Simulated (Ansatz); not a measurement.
**Structure optimisation: aluminium, hcp**

Theory: DFT, r2SCAN, plane waves (500 eV) with PAW, scalar-relativistic (Ansatz). (PAW data from PBE, frozen cores regenerated.)

k-point mesh 13×13×7, Fermi-Dirac smearing 0.1 eV, no spin polarisation. Cell and atoms relax.

Starting structure:

```xyz
2
Lattice="2.8635 0.0000 0.0000 -1.4317 2.4798 0.0000 0.0000 0.0000 4.6761" Properties=species:S:1:pos:R:3 pbc="T T T"
Al    0.0000    1.6532    1.1690
Al    1.4317    0.8266    3.5070
```

Q: What cell does the relaxation end in?

A: P6_3/mmc with a = 2.840 Å, c = 4.584 Å (c/a = 1.614); 16.01 Å³ per atom against 16.60 at the start (-3.6 %).

Q: How much energy does the relaxation gain?

A: 6.0 meV per atom.

Path of the relaxation (the plane waves are chosen anew near the end, which can shift the energy a little):

| step | E − E(final) (meV/atom) | V (Å³/atom) | P (GPa) | max force (eV/Å) |
| --- | --- | --- | --- | --- |
| 0 | 6.02 | 16.602 | -3.01 | 0.000 |
| 1 | 0.67 | 15.824 | 1.05 | 0.000 |
| 2 | 0.05 | 16.014 | -0.04 | 0.000 |
| 3 | 0.01 | 16.010 | -0.02 | 0.000 |
| 4 | -0.01 | 16.007 | 0.00 | 0.000 |
| 5 | 0.00 | 16.007 | 0.01 | 0.000 |
